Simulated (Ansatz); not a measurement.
Mg₂C₃ — Mg-25 NMR of the central transition

Cell: a structure deposited in the COD, its atoms then relaxed with PBE in this cell.

```
CELL_PARAMETERS angstrom
2.41550 -2.35000 0.00000
2.41550 2.35000 0.00000
-1.22707 0.00000 4.83328
ATOMIC_POSITIONS crystal
Mg 0.80962 0.80962 0.19943
Mg 0.19038 0.19038 0.80057
C 0.30006 0.30006 0.26310
C 0.69994 0.69994 0.73690
C 0.50000 0.50000 0.50000
```

Atom numbers follow the list; atoms alike are taken as one site, whose name carries the number of the first.

Level of theory: DFT, PBE, plane waves and PAW, scalar-relativistic, 420 eV cutoff, Γ-centred 9×9×6 k-points, Fermi–Dirac smearing 0.05 eV (Ansatz 0.2.0).

Mg-25 has I = 5/2 and Q = 199.4 mb (Pyykkö 2018); at 14.1 T its Larmor frequency is ν₀ = 36.8 MHz. Only the quadrupole interaction is simulated: positions count from each site's isotropic chemical shift, and shift anisotropy, dipolar and J coupling are left out.

Q: Simulate the second-order pattern (static powder, Gaussian broadening 0.3 kHz) of site Mg (9 C at 2.24–2.86 Å; also 5 Mg at 3.02–3.16 Å).

A: The calculation gives C_Q = 3.39 MHz and η = 0.46, so ν_Q = 0.509 MHz and the centre of gravity lies at -54.7 ppm (-2.01 kHz).

| offset (kHz) | height |
| --- | --- |
| -10.06 | 0 |
| -9.66 | 0 |
| -9.26 | 10 |
| -8.86 | 34 |
| -8.46 | 36 |
| -8.05 | 37 |
| -7.65 | 39 |
| -7.25 | 40 |
| -6.85 | 42 |
| -6.45 | 43 |
| -6.05 | 46 |
| -5.65 | 48 |
| -5.24 | 51 |
| -4.84 | 54 |
| -4.44 | 59 |
| -4.04 | 66 |
| -3.64 | 81 |
| -3.24 | 89 |
| -2.83 | 71 |
| -2.43 | 64 |
| -2.03 | 61 |
| -1.63 | 58 |
| -1.23 | 57 |
| -0.83 | 56 |
| -0.43 | 56 |
| -0.02 | 57 |
| 0.38 | 50 |
| 0.78 | 47 |
| 1.18 | 51 |
| 1.58 | 57 |
| 1.98 | 71 |
| 2.39 | 100 |
| 2.79 | 57 |
| 3.19 | 43 |
| 3.59 | 38 |
| 3.99 | 35 |
| 4.39 | 31 |
| 4.79 | 9 |
| 5.20 | 0 |
| 5.60 | 0 |
